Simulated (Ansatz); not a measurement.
Cu₂SiTe₃:
```xyz
12
Lattice="3.6136 6.2978 0.0000 -3.6136 6.2978 0.0000 -2.3570 0.0000 6.8526" Properties=species:S:1:pos:R:3 pbc="T T T"
Si     0.6811     5.2273     0.0977
Si    -0.4974     7.3682     3.5240
Cu    -1.7882     1.0711     6.8150
Cu    -0.6097    11.5244     3.3887
Cu    -1.7056     9.4107     6.8417
Cu    -0.5272     3.1848     3.4154
Te    -0.6103     7.3545     0.8828
Te    -1.7888     5.2410     4.3091
Te    -0.5224    11.5280     0.8287
Te    -1.7009     1.0675     4.2550
Te    -0.5666     3.1775     0.8678
Te    -1.7451     9.4180     4.2941
```

Relaxed with r²SCAN. Special points in fractions of this cell's reciprocal vectors: Γ (0.000, 0.000, 0.000); Y (0.500, 0.500, 0.000); M (0.500, 0.500, 0.500); A (0.000, 0.000, 0.500); L2 (0.000, 0.500, 0.500); V2 (0.000, 0.500, 0.000).

**Question.** List the band energies nearest the valence-band maximum at these points for DFT-r²SCAN in the program Ansatz with PAW potentials.

**Answer.** In eV from the valence-band maximum; about four levels below and three above (degenerate sets whole), none deeper than 8.9 eV; points with the same levels are listed once.

| k | below | above |
|---|---|---|
| Γ | -0.96 -0.15 -0.12 0.00 | 0.47 0.77 1.63 |
| Y | -1.43 -0.87 -0.48 -0.17 | 0.45 1.04 1.39 |
| M | -1.44 -1.44 -1.15 -1.15 | 1.18 1.18 2.07 2.07 |
| A | -0.69 -0.69 -0.57 -0.57 | 0.91 0.91 1.78 1.78 |
| L2 | -1.28 -1.21 -0.85 -0.71 | 0.55 0.90 1.42 |
| V2 | -1.32 -1.16 -1.09 -0.47 | 1.06 1.49 1.90 |

Space group Cc. The first step of the workflow began from a Materials Project structure, measured or hypothetical; the Crystallography Open Database copy checked does not list it. With Si and Cu taken as one species the cell has the higher symmetry Imm2, so it may be an ordered model of a mixed-site phase. Whether it is the stable phase at ambient conditions was not checked. The cell was relaxed with r²SCAN under the symmetry of its start; its stability against distortions is not shown here. The run is not spin-polarised. Spin–orbit coupling is left out wherever it is not named.

Potentials: the earlier of the program's two PAW sets.
